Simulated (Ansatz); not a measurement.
The calculation used DFT PBE+D3(BJ), scalar-relativistic, plane waves, PAW (Ansatz 0.2.0). Settings: cutoff 420 eV, Γ-centred meshes spaced at most about 0.3 Å⁻¹, and about 0.25 Å⁻¹ or finer for metals (2π included), Gaussian smearing. Collinear spin in cells that started with moments and kept them past the coarse steps, no spin elsewhere.

All energies are static (0 K, no zero-point motion).

Compare these two cells of OF3, each relaxed at this level.

1. (site moments O 2.2; F 0.9 (×3) μB)

Space group P4/mmm (No. 123). a = 3.208 Å, b = 3.208 Å, c = 4.560 Å, α = 90.00°, β = 90.00°, γ = 90.00°
```json
{"atom": "O", "site": "1a", "symmetry": "4/mmm", "x": "0.0000", "y": "0.0000", "z": "0.0000"}
{"atom": "F", "site": "2h", "symmetry": "4mm", "x": "0.5000", "y": "0.5000", "z": "0.2138"}
{"atom": "F", "site": "1b", "symmetry": "4/mmm", "x": "0.0000", "y": "0.0000", "z": "0.5000"}
```

2. (site moments O 2.2; F 0.9 (×3) μB)

Space group Im-3m (No. 229). a = 4.536 Å, b = 4.536 Å, c = 4.536 Å, α = 90.00°, β = 90.00°, γ = 90.00°
| atom | site | symmetry | x | y | z |
| --- | --- | --- | --- | --- | --- |
| O | 2a | m-3m | 0.0000 | 0.0000 | 0.0000 |
| F | 6b | 4/mm.m | 0.5000 | 0.0000 | 0.0000 |

Problem. Which is lower in energy, and by how much?

Solution. Cell 2 is lower, by 97 meV/atom. Cell 1 has space group P4/mmm (No. 123), 11.7 Å³/atom and no gap on its mesh; cell 2 has space group Im-3m (No. 229), 11.7 Å³/atom and no gap. Counting F atoms around O (those within 1.25 times the shortest such distance or 1.15 times the sum of covalent radii, 1.27 where that leaves under three; the shortest distance is added where it exceeds 1.18 times the sum of covalent radii), cell 1 has O 10 from 2.3 Å and cell 2 has O 6 from 2.3 Å. Even the lower one lies +0.82 eV/atom against the reference forms of the elements (uncorrected), so neither is stable at this level. Both come from invented guesses.

The magnetic state reached may not be the lowest. Cells relaxed within their symmetry can be saddle points. Some candidate types were left out of the draw beforehand, so a known form may be missing.
